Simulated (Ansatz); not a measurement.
Method: PBE, no spin polarisation; PAW, plane waves to 420 eV, 6×6×3 Γ-centred mesh, fermi-dirac occupations (width 0.0537 eV) (Ansatz 0.2.0), atoms fixed.

Computed maps in the lattice plane spanned by a (left to right, 6.54 Å, 20 points from zero) and b (bottom to top, 6.54 Å, 20 points from zero), 120° apart, at height 0.000 along c. The fields are smooth PAW ones with compensation charges, not the true ones near nuclei.

Valence density. Digits on a logarithmic scale: 0 up to 0.03 e/Å³, each further digit a factor of 1.6, 9 from 1.3 e/Å³ up:
```
23456676554567887643
23457898655679998653
23579999766799998642
24699999767999997532
35899998667999996432
46999996667999875322
46899865567887653223
45777544456665432123
45554333345544321233
44432222344432222344
43321234455433334555
43212345666544457775
43223567887655689986
42235789997666999996
32346999997668999985
22357999997679999964
22468999976679999753
23568999765568987543
23467887654556766543
23456776544456776543
```

ELF. Ten even steps from '0' (0.00) to '9' (0.71):
```
12677533223677667883
12443333336764346883
12332002348630026882
12320002377400038961
23400003497300169931
23300033796423689511
23322334887667895101
22333334677788841012
22222212345554200112
22221001222221001222
22110024555432122222
22101488877764333332
21015987667884332233
21159863246973300033
21399610037943000043
11698300047732000232
12886200368432002332
13886434676333333442
13887667763223357762
13788887532357888873
```

The cell is In₂GaTe₄. Which atoms lie within 0.2 Å of this plane, and where (fractions of a and b)?

In at (0.23, 0.76), In at (0.77, 0.24), Te at (0.66, 0.79), Te at (0.34, 0.21). The whole cell:
```
CELL_PARAMETERS angstrom
3.27915 5.65386 0.00000
3.27915 -5.65386 0.00000
0.00000 0.00000 -11.32037
ATOMIC_POSITIONS crystal
In 0.23190 0.76330 0.00000
In 0.76810 0.23670 0.00000
In 0.76330 0.23190 0.50000
In 0.23670 0.76810 0.50000
Ga 0.50000 0.50000 0.75000
Ga 0.50000 0.50000 0.25000
Te 0.65770 0.79450 0.00000
Te 0.34230 0.20550 0.00000
Te 0.79450 0.65770 0.50000
Te 0.20550 0.34230 0.50000
Te 0.50000 0.00000 0.68360
Te 0.00000 0.50000 0.81640
Te 0.50000 0.00000 0.31640
Te 0.00000 0.50000 0.18360
```

Origin: a known structure type with other elements, at an estimated volume, so it need not be a known compound. Caveats: atoms or cell far from equilibrium.
